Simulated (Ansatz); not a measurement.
**A film clamped to a substrate in SrAl2H2**

Level of theory: DFT r2SCAN, scalar-relativistic, plane waves, PAW in Ansatz 0.2.0. Settings: plane waves to 500 eV, k-mesh 12×12×10 (Γ-centred), Gaussian smearing 0.15 eV. No spin polarisation. Energies are free energies at this smearing, counted from the undisturbed cell; pressure is positive in compression.

Reference structure (as given, not relaxed at this level; it stands at 0.1 GPa, and it needn't be the usual structure):

```
Sr Al H
1.0
     4.52530    0.00000    0.00000
    -2.26265    3.91902    0.00000
     0.00000    0.00000    4.72140
Sr Al H
1 2 2
Direct
  0.00000 0.00000 0.00000
  0.33333 0.66667 0.45890
  0.66667 0.33333 0.54110
  0.33333 0.66667 0.09760
  0.66667 0.33333 0.90240
```

The cell (5 atoms, V0 = 83.73 Å³) is strained by p along both x and y and by q along z, fractional coordinates fixed. τp = (1/V0) ∂E/∂p = (σxx + σyy)(1 + p)(1 + q) and τq = (1/V0) ∂E/∂q = σzz(1 + p)², with tension positive.

```
     p q  ΔE (meV/atom)  τp (GPa)  τq (GPa)
 0.000   0.000           0.00     -0.17     -0.13
-0.015   0.000           3.97     -4.99     -0.64
 0.015   0.000           3.15      4.10      0.35
 0.000  -0.015           1.77     -0.68     -2.17
 0.000   0.015           1.27      0.31      1.72
```

Problem. Get the second derivatives of the energy density.

Solution. Central differences give A = ∂τp/∂p = 303 GPa (C11 + C22 + 2 C12), C = ∂τq/∂q = 130 GPa (C33) and the cross term B = ∂τq/∂p = 33 GPa (C13 + C23); ∂τp/∂q = 33 GPa must equal B, and any difference shows higher-order terms. The ions are clamped.

Problem. A film of this crystal grows with z along the normal on a substrate that imposes p. How does its thickness respond, and what does the misfit cost?

Solution. Count p and q from the stress-free cell. A free surface needs τq = 0, so q = −(B/C) p = -0.25 p. The energy density left is (A − B²/C) p²/2 = M p², with the biaxial modulus M = 147 GPa; a misfit of 1 % costs 1.54 meV/atom, against 1.58 meV/atom if the thickness were held.

At p = 0.030 the energies along q are 16.4 (q = -0.030), 12.9 (q = -0.015), 12.6 (q = 0.000), 15.3 (q = 0.015), 20.6 (q = 0.030) meV/atom.

Problem. Does the linear rule hold at this misfit?

Solution. A parabola through the lowest point and its neighbours has its minimum at q = -0.006, 12.4 meV/atom. With the stress left in the starting cell, τp0 and τq0, linear elasticity gives q = −(τq0 + Bp)/C = -0.007 and E = V0(τp0 p + τq0 q + Ap²/2 + Bpq + Cq²/2)/N = 13.4 meV/atom. The two agree within a tenth in energy.

Forces appear on the atoms along this scan, and letting them relax would lower the energy and soften the response. In a metal these slopes depend on the k mesh and the smearing.